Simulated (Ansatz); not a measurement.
WO3:
```cif
data_O12W4
_chemical_formula_sum 'W4 O12'
_space_group_name_H-M_alt 'P21/c'
_space_group_IT_number 14
_space_group_name_Hall '-P 2ybc'
_cell_length_a 3.85850
_cell_length_b 7.67346
_cell_length_c 7.47664
_cell_angle_alpha 90.000
_cell_angle_beta 90.020
_cell_angle_gamma 90.000
loop_
_space_group_symop_operation_xyz
  'x, y, z'
  '-x, -y, -z'
  '-x, y+1/2, -z+1/2'
  'x, -y+1/2, z+1/2'
loop_
_atom_site_label
_atom_site_type_symbol
_atom_site_symmetry_multiplicity
_atom_site_Wyckoff_symbol
_atom_site_fract_x
_atom_site_fract_y
_atom_site_fract_z
_atom_site_occupancy
W1 W 4 e 0.04730 0.77875 0.24772 1
O1 O 4 e 0.00409 0.00928 0.26822 1
O2 O 4 e 0.00018 0.73178 0.49879 1
O3 O 4 e 0.49230 0.26100 0.24990 1
```

Relaxed with PBEsol. 

### Question
HSE06 on this cell (Ansatz, a quantum-chemistry and plane-wave program, PAW) gives a gap of 2.63 eV. What does PBEsol give?

### Answer
1.40 eV.

Cost on shared cores: the PBEsol run (SCF on a 7×4×4 mesh, then bands and DOS) about 10 core-minutes (a rough figure), the HSE06 run (SCF on 4×2×3, then a few points) very roughly 5 core-minutes; the tasks are unlike.

Space group P2_1/c. The first step of the workflow began from a Materials Project structure, measured or hypothetical; the Crystallography Open Database files this formula in space group No. 14, but the cells were not matched. Its standing as an ambient phase is unchecked. The PBEsol relaxation kept the symmetry of its start; whether a distortion lowers the energy is not shown. The run is not spin-polarised. No Hubbard U is applied. Scalar-relativistic: spin–orbit coupling is off unless named, which matters more the heavier the elements.

Potentials: the later of the program's two PAW sets.

Ansatz is a plane-wave DFT program.
